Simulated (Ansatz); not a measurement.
InP (wurtzite, P6_3mc), LDA in the plane-wave PAW code Ansatz. The conduction-band minimum lies at Γ, with 1 equivalent valley. Second derivatives d²E/dk² of the lowest band at one valley (eV·Å²), along Cartesian directions:

```tsv
direction	d²E/dk²
[100]	138.5
[010]	138.5
[001]	152.2
[110]	138.5
[101]	145.4
[011]	145.4
```

**Question.** Find the principal effective masses, the density-of-states mass and the conductivity mass.

**Answer.** Off-diagonal terms follow from H_xy = H[110] − (H_xx + H_yy)/2, and m*/mₑ = 7.620 eV·Å² over each eigenvalue: 0.050, 0.055, 0.055. One valley's DOS mass (m₁m₂m₃)^(1/3) = 0.053, conductivity mass 3/(Σ 1/mᵢ) = 0.053 mₑ.

**Question.** What effective density of states Nc follows at 300 K for parabolic valleys?

**Answer.** Nc = 2.509e19 × 1 × (0.053)^(3/2) ≈ 3.1e17 cm⁻³.

The workflow started from a Materials Project entry (that database holds measured and hypothetical structures alike); the Crystallography Open Database copy checked does not list it. It is not the phase usual at ambient conditions (space group No. 216). Symmetry was held in the LDA relaxation; of distortions, only those at the zone centre were tested. Spin–orbit coupling is left out wherever it is not named.

Potentials: the later of the program's two PAW sets.

Edges and masses are those of Kohn–Sham bands, whose gap is no quasiparticle gap.
